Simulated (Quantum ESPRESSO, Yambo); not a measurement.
**Quasiparticle gap of CdS at -1.5 % isotropic strain**

CdS is taken in the cubic space group F-43m (No. 216), the zinc blende structure, Pearson symbol cF8. Lattice parameters: a = b = c = 5.7374 Å, α = β = γ = 90.00°. S on 4b is coordinated by 4 Cd at 2.484 Å (tetrahedral). Cd on 4c has 4 S at 2.484 Å (tetrahedral). (Neighbours: up to the widest gap in distance over summed covalent radii, below 1.35, at either atom; cation-cation contacts left out.)
(The calculation used a cell of 2 atoms; values per cell refer to that cell.)

The PBEsol cell relaxed from Materials Project entry mp-2469 was given an isotropic strain of -1.5 % on all lattice vectors, and the atoms were relaxed again.

Starting point: PBEsol (pw.x of Quantum ESPRESSO, ONCV potentials, no spin-orbit coupling). G0W0 in Yambo: 4×4×4 Γ-centred k mesh, bands 5 to 118 and a 10 Ry block in the screening, 118 bands in G with the Bruneval-Gonze terminator, plasmon pole fitted at 27.2 eV.

PBEsol gap along the band path: 1.10 eV
PBEsol gap between the mesh's edge points (Γ → Γ): 1.10 eV
G0W0 gap between the same points: 2.31 eV

```csv
k point,band,E PBEsol (eV),E QP (eV),shift (eV),Z
Γ,VB,0.00,-0.96,-0.96,0.79
Γ,CB,1.10,1.36,0.25,0.82
L,VB,-0.84,-1.82,-0.98,0.79
L,CB,2.95,3.35,0.39,0.82
W,VB,-2.41,-3.47,-1.07,0.78
W,CB,5.28,5.42,0.14,0.81
```

Energies count from the PBEsol valence-band maximum.

Convergence of the G0W0 settings was not tested.

Spin-orbit splittings are left out.
